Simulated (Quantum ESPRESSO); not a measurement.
## Al3ZnO5F (convergence and cost over cutoff and k mesh)

Simulated, not a measurement. The program is pw.x of Quantum ESPRESSO 7.5 (plane-wave density functional theory). The cell is made up: 10 atoms on a corundum lattice, with randomly drawn elements, strain and displacements, not relaxed. PseudoDojo standard norm-conserving files (v0.5 for PBE, v0.4.1 for LDA and PBEsol) set the functional; there is no spin polarisation, spin-orbit coupling or dispersion term, and the masses in the input are unused placeholders.

Input of the run in row 4:

```
&control calculation='scf', pseudo_dir='./dojo.nc.sr.pbe.v0_5.standard.upf', outdir='./o', disk_io='low', tprnfor=.true., tstress=.true. /
&system ibrav=0, nat=10, ntyp=4, nbnd=39, ecutwfc=84.00895049, nosym=.true., tot_charge=0,
 occupations='smearing', smearing='fd', degauss=0.0018374661
/
&electrons conv_thr=7.350e-09, electron_maxstep=60, /
ATOMIC_SPECIES
Al 1.0 Al.upf
F 1.0 F.upf
O 1.0 O.upf
Zn 1.0 Zn.upf
CELL_PARAMETERS angstrom
2.4703 1.4263 4.4922
-2.4703 1.4263 4.4922
0.0 -2.8525 4.4922
ATOMIC_POSITIONS angstrom
Al -0.2239 0.0881 4.6025
Al -0.1043 -0.1514 2.0018
Zn 0.0279 -0.1143 8.8551
Al -0.0692 0.0292 11.4453
O -0.8331 1.4374 7.9269
O -0.6407 -1.5432 7.8054
O 1.7154 -0.002 7.8441
O 0.8703 -1.3788 5.695
O 0.8312 1.5429 5.6253
F -1.6803 -0.1705 5.7157
K_POINTS automatic
5 5 5 1 1 1
```

The same cell was run at these settings. Meshes are shifted by half a step, and differences are from the last row, which is itself not exact.

| cutoff (eV) | k mesh | k points solved | threshold (eV) | free energy less the last row's (eV) | pressure (GPa) | largest stress difference (GPa) | largest force difference (eV/Å) | iterations | wall time (s) | k-point pools | processor |
| --- | --- | --- | --- | --- | --- | --- | --- | --- | --- | --- | --- |
| 800 | 2 x 2 x 2 | 4 | 1e-04 | 2.292 | -30.35 | 32.71 | 0.049 | 7 | 8 | 4 | AMD EPYC, Zen 5 class |
| 1143 | 2 x 2 x 2 | 4 | 1e-07 | 0.026 | 1.64 | 0.19 | 0.023 | 12 | 12 | 4 | AMD EPYC, Zen 5 class |
| 738 | 5 x 5 x 5 | 63 | 1e-07 | 5.676 | -65.43 | 67.15 | 0.144 | 12 | 41 | 4 | AMD EPYC, Zen 5 class |
| 1143 | 5 x 5 x 5 | 63 | 1e-07 | 0.003 | 1.61 | 0.02 | 0.000 | 12 | 66 | 4 | AMD EPYC, Zen 5 class |
| 1437 | 7 x 7 x 7 | 172 | 1e-07 | 0.000 | 1.63 | 0.00 | 0.000 | 12 | 257 | 4 | AMD EPYC, Zen 5 class |

Each pool is one process. Wall times include start-up and a band step at six k points, which weighs most on the coarsest meshes. The runs were on shared virtual cores whose load varied, so times are rough.